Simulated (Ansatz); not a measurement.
Ansatz input file:

```yaml
crystal:
  lattice:
    - [2.9154513686, 0.017226229, -0.0237593056]
    - [0.0574262015, 5.1781359867, 0.0254505349]
    - [-0.0286936514, 1.8442821745, 5.0112121147]
  atoms:
    - { symbol: Li, position: [0.5, 0.5, 0.0] }
    - { symbol: Cr, position: [0.0, 0.5, 0.5], spin: 2.09 }
    - { symbol: Cr, position: [0.5, 0.0, 0.5], spin: 2.52 }
    - { symbol: O, position: [-0.0017935169, 0.7304378696, 0.713963565] }
    - { symbol: O, position: [0.5140138068, 0.2746458561, 0.690437167] }
    - { symbol: O, position: [0.4859861932, 0.7253541439, 0.309562833] }
    - { symbol: O, position: [1.0017935169, 0.2695621304, 0.286036435] }
basis:
  ecutwfc: 420
kpoints:
  mp_grid: { grid: [12, 8, 8] }
hamiltonian:
  xc: pbesol
scf:
  occupations: { method: gaussian, width: 0.1 }
output:
  forces: true
  stress: true
  eigenvalues: true
  populations: true
magnetization:
  spin_polarized: true
```

Run as
```bash
ansatz run input.yaml --threads 1 --pin off --max-ram 2560MiB --backend cpu --events-out ev --progress --plain --runs-dir out
```

These are results of DFT PBEsol, scalar-relativistic, plane waves, PAW (Ansatz), not measurements.

Abridged output:

```
Pseudopotentials: kind: paw
Pseudopotential: Li, paw, valence charge 3, recommended cutoff 420 eV (normal)
Pseudopotential: Cr, paw, valence charge 14, recommended cutoff 420 eV (normal)
Pseudopotential: O, paw, valence charge 6, recommended cutoff 420 eV (normal)
Functional definition: PBEsol
Crystal: 7 atoms, lattice volume = 75.504 Å³
Basis set: ecut = 420 eV, 1461 PW (Γ), exchange–correlation on 40×72×72 points (8 copies of the dense FFT grid, shifted against one another)
Bands: 37, of which v1, the nominal top of the filled ones, is band 28 counted from 1 (27 counted from 0)
Symmetry: 2 space group operations
Space group: P-1 (ITA 2), of the structure as read, at distance tolerance 4.2e-5 Å
Magnetic group: BNS 2.4 (UNI 4), of the structure as read, at distance tolerance 4.2e-5 Å
k-points: 388 of 768
Initial density: superposition of atomic densities (chi_scale 0.1, normalization cell, long waves kept (reshape's long-wave potential 0.13 eV rms))
Starting moments: Σ|m| = 4.61 μB on 2 of 7 sites
Initial wavefunctions: pseudopotential atomic-orbital guess
Functional: x = pbesol(κ = 0.804, μ = 0.12345679), c = pbesol(β = 0.046)
SCF iter   1: F=—  HF=-9148.763055 eV  |F-HF|=—  |Δ(HF+E_count)|=         —  Δρ=5.61e-2 (↑5.61e-2 ↓3.94e-2) dr2=1.49e0  dr2_m=1.18e0  M=5.000 μB ∫|m|=5.210 μB  β_m=0.30  ethr=2.70e-3  ⟨swp⟩=1.0  Hψ=144257  notcnv=0
Mixer restart at iter 1: flushing history
spin=Collinear: Kerker preconditioning applied to the charge; magnetization (m = ρ↑ − ρ↓) channel mixes plain (no charge-response kernel on spin).
SCF iter   2: F=—  HF=-9148.328529 eV  |F-HF|=—  |Δ(HF+E_count)|=   4.35e-1  Δρ=3.57e-2 (↑3.57e-2 ↓3.04e-2) dr2=7.60e-1  dr2_m=5.51e-1  M=5.000 μB ∫|m|=5.223 μB  β_m=0.60  ethr=2.70e-3  ⟨swp⟩=2.0  Hψ=35355  notcnv=0
SCF iter   3: F=—  HF=-9148.153181 eV  |F-HF|=—  |Δ(HF+E_count)|=   1.75e-1  Δρ=9.65e-3 (↑9.65e-3 ↓8.04e-3) dr2=2.11e-1  dr2_m=2.56e-2  M=5.000 μB ∫|m|=5.268 μB  β_m=0.64  ethr=1.38e-3  ⟨swp⟩=3.0  Hψ=59047  notcnv=0  defer=623
SCF iter   4: F=—  HF=-9148.116337 eV  |F-HF|=—  |Δ(HF+E_count)|=   3.68e-2  Δρ=4.51e-3 (↑4.51e-3 ↓2.62e-3) dr2=8.96e-2  dr2_m=2.72e-3  M=5.000 μB ∫|m|=5.271 μB  β_m=0.82  ethr=3.83e-4  ⟨swp⟩=2.4  Hψ=43389  notcnv=0  defer=860
SCF iter   5: F=—  HF=-9148.106816 eV  |F-HF|=—  |Δ(HF+E_count)|=   9.52e-3  Δρ=5.81e-3 (↑5.81e-3 ↓1.38e-3) dr2=4.32e-2  dr2_m=6.18e-3  M=5.000 μB ∫|m|=5.278 μB  β_m=0.91  ethr=1.63e-4  ⟨swp⟩=2.6  Hψ=48382  notcnv=0  defer=1178
SCF iter   6: F=—  HF=-9148.109444 eV  |F-HF|=—  |Δ(HF+E_count)|=   2.63e-3  Δρ=2.42e-3 (↑2.42e-3 ↓1.45e-3) dr2=1.69e-2  dr2_m=4.58e-4  M=5.000 μB ∫|m|=5.279 μB  β_m=0.92  ethr=7.85e-5  ⟨swp⟩=2.6  Hψ=44002  notcnv=0  defer=1231
SCF iter   7: F=—  HF=-9148.109125 eV  |F-HF|=—  |Δ(HF+E_count)|=   3.19e-4  Δρ=1.30e-3 (↑1.30e-3 ↓8.31e-4) dr2=2.74e-3  dr2_m=1.88e-4  M=5.000 μB ∫|m|=5.272 μB  β_m=0.87  ethr=3.07e-5  ⟨swp⟩=2.2  Hψ=39795  notcnv=0  defer=1414
SCF iter   8: F=—  HF=-9148.109830 eV  |F-HF|=—  |Δ(HF+E_count)|=   7.05e-4  Δρ=1.60e-3 (↑1.60e-3 ↓2.56e-4) dr2=2.41e-3  dr2_m=4.26e-4  M=5.000 μB ∫|m|=5.272 μB  β_m=0.94  ethr=4.98e-6  ⟨swp⟩=2.1  Hψ=42244  notcnv=0  defer=1457
SCF iter   9: F=—  HF=-9148.110168 eV  |F-HF|=—  |Δ(HF+E_count)|=   3.38e-4  Δρ=2.96e-4 (↑2.96e-4 ↓1.51e-4) dr2=1.66e-4  dr2_m=7.74e-6  M=5.000 μB ∫|m|=5.271 μB  β_m=0.94  ethr=4.38e-6  ⟨swp⟩=2.3  Hψ=43715  notcnv=0  defer=1477
SCF iter  10: F=—  HF=-9148.110223 eV  |F-HF|=—  |Δ(HF+E_count)|=   5.53e-5  Δρ=1.31e-4 (↑1.31e-4 ↓6.82e-5) dr2=2.51e-5  dr2_m=2.53e-6  M=5.000 μB ∫|m|=5.272 μB  β_m=0.97  ethr=3.02e-7  ⟨swp⟩=2.1  Hψ=41896  notcnv=0  defer=1485
SCF iter  11: F=—  HF=-9148.110353 eV  |F-HF|=—  |Δ(HF+E_count)|=   1.30e-4  Δρ=5.19e-5 (↑5.19e-5 ↓4.20e-5) dr2=6.84e-6  dr2_m=7.45e-8  M=5.000 μB ∫|m|=5.272 μB  β_m=0.96  ethr=4.56e-8  ⟨swp⟩=2.0  Hψ=39847  notcnv=0  defer=1500
SCF iter  12: F=—  HF=-9154.719478 eV  |F-HF|=—  |Δ(HF+E_count)|=         —  Δρ=2.07e-1 (↑2.07e-1 ↓1.98e-1) dr2=7.63e-2  dr2_m=2.84e1  M=-0.580 μB ∫|m|=4.737 μB  β_m=1.00  ethr=1.24e-8  ⟨swp⟩=2.0  Hψ=42105  notcnv=0  defer=1506
Mixer restart at iter 12: flushing history
SCF iter  13: F=—  HF=-9148.095247 eV  |F-HF|=—  |Δ(HF+E_count)|=    6.62e0  Δρ=3.11e-2 (↑1.10e-2 ↓3.11e-2) dr2=4.62e-1  dr2_m=2.64e-1  M=-0.959 μB ∫|m|=5.041 μB  β_m=0.96  ethr=9.09e-5  ⟨swp⟩=3.3  Hψ=69335  notcnv=0  defer=1538
SCF iter  14: F=—  HF=-9148.068616 eV  |F-HF|=—  |Δ(HF+E_count)|=   2.66e-2  Δρ=3.42e-2 (↑2.02e-2 ↓3.42e-2) dr2=1.10e0  dr2_m=2.82e-1  M=-0.266 μB ∫|m|=4.953 μB  β_m=0.64  ethr=9.09e-5  ⟨swp⟩=3.0  Hψ=67511  notcnv=0  defer=1464
SCF iter  15: F=—  HF=-9147.988798 eV  |F-HF|=—  |Δ(HF+E_count)|=   7.98e-2  Δρ=2.83e-3 (↑2.83e-3 ↓1.35e-3) dr2=9.01e-3  dr2_m=9.98e-4  M=-0.704 μB ∫|m|=5.009 μB  β_m=0.75  ethr=9.09e-5  ⟨swp⟩=2.3  Hψ=59057  notcnv=0  defer=1458
SCF iter  16: F=—  HF=-9147.990667 eV  |F-HF|=—  |Δ(HF+E_count)|=         —  Δρ=1.61e-3 (↑1.01e-3 ↓1.61e-3) dr2=2.67e-3  dr2_m=4.42e-4  M=-0.719 μB ∫|m|=5.024 μB  ethr=1.64e-5  ⟨swp⟩=2.0  Hψ=56578  notcnv=0  defer=1458
Mixer restart at iter 16: flushing history
SCF iter  17: F=—  HF=-9148.110357 eV  |F-HF|=—  |Δ(HF+E_count)|=         —  Δρ=3.50e-5 (↑3.50e-5 ↓2.29e-5) dr2=2.84e-6  dr2_m=8.68e-8  M=5.000 μB ∫|m|=5.272 μB  β_m=0.75  ethr=1.24e-8  ⟨swp⟩=3.4  Hψ=52332  notcnv=0  defer=892
SCF iter  18: F=—  HF=-9148.110357 eV  |F-HF|=—  |Δ(HF+E_count)|=   3.08e-8  Δρ=3.37e-5 (↑3.37e-5 ↓2.12e-5) dr2=1.83e-6  dr2_m=1.13e-7  M=5.000 μB ∫|m|=5.272 μB  β_m=0.62  ethr=5.16e-9  ⟨swp⟩=2.5  Hψ=50482  notcnv=0  defer=893
SCF iter  19: F=—  HF=-9148.110357 eV  |F-HF|=—  |Δ(HF+E_count)|=   1.66e-7  Δρ=7.02e-6 (↑7.02e-6 ↓6.54e-6) dr2=3.63e-7  dr2_m=1.66e-9  M=5.000 μB ∫|m|=5.272 μB  β_m=0.81  ethr=3.33e-9  ⟨swp⟩=2.6  Hψ=42991  notcnv=0  defer=893
SCF iter  20: F=—  HF=-9148.110357 eV  |F-HF|=—  |Δ(HF+E_count)|=   1.46e-7  Δρ=1.19e-5 (↑1.19e-5 ↓3.51e-6) dr2=2.25e-7  dr2_m=2.18e-8  M=5.000 μB ∫|m|=5.272 μB  β_m=0.67  ethr=6.59e-10  ⟨swp⟩=2.1  Hψ=40125  notcnv=0  defer=894
SCF iter  21: F=—  HF=-9148.110357 eV  |F-HF|=—  |Δ(HF+E_count)|=   7.88e-9  Δρ=3.32e-6 (↑3.32e-6 ↓1.67e-6) dr2=2.38e-8  dr2_m=1.66e-9  M=5.000 μB ∫|m|=5.272 μB  β_m=0.73  ethr=4.10e-10  ⟨swp⟩=2.2  Hψ=41369  notcnv=0  defer=894
SCF iter  22: F=-9148.110357 eV  HF=-9148.110357 eV  |F-HF|=2.82e-8  |Δ(HF+E_count)|=   3.11e-9  Δρ=4.87e-6 (↑4.87e-6 ↓1.09e-6) dr2=3.41e-8  dr2_m=3.10e-9  M=5.000 μB ∫|m|=5.272 μB  ethr=4.33e-11  ⟨swp⟩=7.2  Hψ=95403  notcnv=0
SCF 1 converged in 22 iterations: F = -9148.110357 eV  dr2 = 3.41e-8
SCF converged after 22 iterations
Magnetization: 5.0000 μB (30.0000 up, 25.0000 down)
Absolute magnetization: 5.2726 μB (∫|ρ↑−ρ↓|, with the PAW one-centre terms)
Spin contamination: 0.0668 ħ² per cell (⟨S²⟩ above its minimum at these occupations)
Per-site moments (μB) at R_I (Å): [(-0.00129994, 0.87636822), (1.82773175, 0.78926167), (2.34179871, 0.83237206), (-0.00392193, 0.79169032), (-0.03388688, 0.78926167), (-0.03388688, 0.78926167), (-0.00392193, 0.79169032)]
Free energy (F): -9148.110357 eV
Harris-Foulkes:  -9148.110357 eV  (|F-HF|=2.82e-8)
Internal energy: -9148.091004 eV  (E = F + TS)
E sigma→0 (E₀):  -9148.100681 eV
Entropy (-TS):   -0.019353 eV (-2.765 meV/atom)
Fermi energy:    8.081250 eV
--- Per-component energies (eV) ---
  E_band       = -701.586268
  E_kinetic    = 1395.007836
  E_local      = -6136.091291  (includes V_loc(G=0)·N_el)
  E_nonlocal   = 320.658821
  E_hartree    = 2541.412992
  E_xc         = -575.767225
  E_vxc        = -738.213053  (∫ρ·V_xc dr)
  E_paw        = -2960.698070  (= ΣΔE_a)
  E_vpaw       = -625.785869  (= ΣTr[D̂ρ^β])
  E_aug_tail   = 0.010538  (compensation charges beyond the density's cutoff)
  E_ewald      = -3733.085756
  E_core_change = 0.461151  (= ΣΔE_core)
  E_smearing   = -0.019353  (= −TS)
--- Forces (eV/Å), atoms counted from 1 ---
  atom   1  Li     0.00000000     0.00000000     0.00000000
  atom   2  Cr     0.00000000     0.00000000     0.00000000
  atom   3  Cr     0.00000000     0.00000000     0.00000000
  atom   4  O      0.11987524     1.10414345    -0.79480571
  atom   5  O     -0.16059454    -0.58165852    -0.29429607
  atom   6  O      0.16059454     0.58165852     0.29429607
  atom   7  O     -0.11987524    -1.10414345     0.79480571
--- Stress (GPa, compression-positive) ---
      -10.083105      -1.232478       0.098054
       -1.232480     -12.364345       2.404043
        0.098056       2.404046      -7.448763
  P = ⅓ Tr σ = -9.9654 GPa (-99.654 kbar)
--- Band table (eV; the first three rows and the last of 776) ---
  k-point 0 ↑: bands = ["-64.9787", "-64.8854", "-36.4880", "-36.4553", "-36.3783", "-36.3346", "-36.2615", "-36.2567", "-36.1755", "-11.4006", "-10.0789", "-9.9621", "-9.5979", "1.0950", "1.6798", "2.5223", "2.6214", "2.7746", "3.5414", "4.0849", "4.8108", "4.9671", "6.0061", "6.0864", "6.0979", "6.5748", "6.8440", "6.9010", "7.4838", "7.8191", "8.2435", "10.0655", "10.3907", "11.3747", "11.6028", "12.8827", "15.5586"]
  k-point 1 ↑: bands = ["-64.9787", "-64.8854", "-36.4884", "-36.4553", "-36.3783", "-36.3346", "-36.2615", "-36.2567", "-36.1750", "-11.3916", "-10.0817", "-9.9644", "-9.6081", "1.1142", "1.7463", "2.5197", "2.6131", "2.8227", "3.5303", "4.0422", "4.8229", "4.9003", "5.9203", "6.0393", "6.0965", "6.5840", "6.8479", "6.9201", "7.4839", "7.8234", "8.2661", "10.0541", "10.3741", "11.3624", "11.6009", "13.0404", "15.6775"]
  k-point 2 ↑: bands = ["-64.9787", "-64.8854", "-36.4893", "-36.4554", "-36.3783", "-36.3349", "-36.2615", "-36.2567", "-36.1738", "-11.3692", "-10.0878", "-9.9719", "-9.6317", "1.1601", "1.9243", "2.5159", "2.6051", "2.9381", "3.5047", "3.9277", "4.7094", "4.8719", "5.6286", "6.0245", "6.0968", "6.5996", "6.8529", "6.9681", "7.4844", "7.8341", "8.3071", "10.0269", "10.3345", "11.3370", "11.5966", "13.4681", "15.6225"]
  k-point 387 ↓: bands = ["-62.6274", "-62.0068", "-36.1645", "-34.3497", "-34.1866", "-34.0240", "-33.5932", "-33.5602", "-33.4398", "-10.0681", "-10.0629", "-9.8749", "-9.7799", "1.3026", "1.9307", "2.8137", "2.8632", "3.4749", "3.9428", "4.2663", "4.6885", "4.9004", "4.9444", "5.1425", "5.2534", "8.9847", "9.4611", "10.0355", "10.2811", "10.4184", "10.9121", "11.7010", "11.9358", "12.2767", "12.5162", "15.5999", "16.4519"]
--- Löwdin populations: 7 sites ---
  site symbol q [e]    m [muB]
     0     Li      2.2590     0.0124
     1     Cr     12.7763     2.1823
     2     Cr     12.7849     2.7788
     3      O      6.7731     0.0077
     4      O      6.6669    -0.0310
     5      O      6.6669    -0.0310
     6      O      6.7731     0.0077
  spilling = 0.005448 (of n_electrons = 55.000000)
```

Self-consistency was reached.

It took 2.5 min on 1 thread of AMD EPYC 9R14 (Zen 4), with other jobs on the host, peak memory 2.2 GiB.

Moments started parallel, and an antiferromagnetic order may lie lower.